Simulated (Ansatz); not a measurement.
With r²SCAN in the plane-wave PAW code Ansatz, ZrB₂ in the hexagonal phase (P6_3/mmc; Zr on 2c, B on 4f) relaxes to a = 3.081 Å, c = 8.539 Å. Against the elements it lies at -15 kJ/mol-atom, with no fitted shifts.

Electronic character: metallic (no gap). Gap from r²SCAN with spin–orbit coupling: none (metallic).

The bulk modulus is 170 GPa. The relaxed-ion elastic constants in GPa are C11 = 218, C12 = 186, C13 = 71.7, C33 = 467, C44 = 69.3. The elastic constants imply a Debye temperature near 455 K. Bader charges are Zr +1.31, B -0.65 e.

The start of the workflow was typed in or built on a structure type; neither database checked (COD, Materials Project) lists it. It is not the phase usual at ambient conditions (space group No. 191). The cell was relaxed with r²SCAN under the symmetry of its start; whether a distortion lowers the energy is not shown. The run is not spin-polarised. As this level gives no gap, shear constants depend on the k-mesh and smearing (Fermi–Dirac, 0.1 eV here). The references are the lowest solids computed at this level, not always the standard phases. Spin–orbit coupling is left out wherever it is not named.

Potentials: the earlier of the program's two PAW sets.
